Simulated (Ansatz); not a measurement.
Relaxed-ion elastic tensor of As$_{2}$O$_{3}$ in space group P2_1/c (No. 14; Pearson symbol mP20) in GPa (Voigt order), LDA (plane waves, PAW; program Ansatz); density 4.61 g/cm³, 14.27 Å³ per atom.

```json
[
 {"": "1", "1": "75.7", "2": "6.9", "3": "6.9", "4": "0.0", "5": "-5.6", "6": "0.0"},
 {"": "2", "1": "6.9", "2": "43.0", "3": "20.3", "4": "0.0", "5": "5.4", "6": "0.0"},
 {"": "3", "1": "6.9", "2": "20.3", "3": "39.4", "4": "0.0", "5": "-1.4", "6": "0.0"},
 {"": "4", "1": "0.0", "2": "0.0", "3": "0.0", "4": "19.2", "5": "0.0", "6": "-1.0"},
 {"": "5", "1": "-5.6", "2": "5.4", "3": "-1.4", "4": "0.0", "5": "16.1", "6": "0.0"},
 {"": "6", "1": "0.0", "2": "0.0", "3": "0.0", "4": "-1.0", "5": "0.0", "6": "19.0"}
]
```

Q: Is the crystal mechanically stable?

A: Yes: the smallest eigenvalue of C is 12.7 GPa.

Q: Work out the Voigt, Reuss and Hill averages.

A: K_V = 25.2, K_R = 24.6, K_H = 24.9; G_V = 19.1, G_R = 16.0, G_H = 17.6 GPa.

Q: Give Young's modulus, Poisson's ratio, Pugh's ratio and the universal anisotropy index.

A: E = 9KG/(3K + G) = 42.7 GPa; ν = 0.21; K/G = 1.41 (brittle by the Pugh limit of 1.75); A_U = 5G_V/G_R + K_V/K_R − 6 = 0.98.

Q: Estimate the sound speeds and the Debye temperature.

A: v_l = √((K + 4G/3)/ρ) = 3240 m/s, v_t = √(G/ρ) = 1950 m/s, mean 2160 m/s; Θ = (h/k)(3n/4πV)^(1/3) v_m = 265 K.

Q: How much does each axis shrink under pressure?

A: Linear compressibilities β_i = Σ_j S_ij (j = 1 to 3): x 10, y 14, z 16 per TPa.

The workflow started from a Materials Project entry (that database holds measured and hypothetical structures alike); the Crystallography Open Database files this formula in space group No. 14, but the cells were not matched. Its standing as an ambient phase is unchecked. The LDA relaxation kept the symmetry of its start; phonons on a q-mesh show no instability. The volume lies over 15 % below that of the usual cell of this phase: another minimum, or an error of the functional. A crystal of weakly bound layers computed without a dispersion correction: the cell and the soft elastic constants depend strongly on that.

Potentials: the later of the program's two PAW sets.
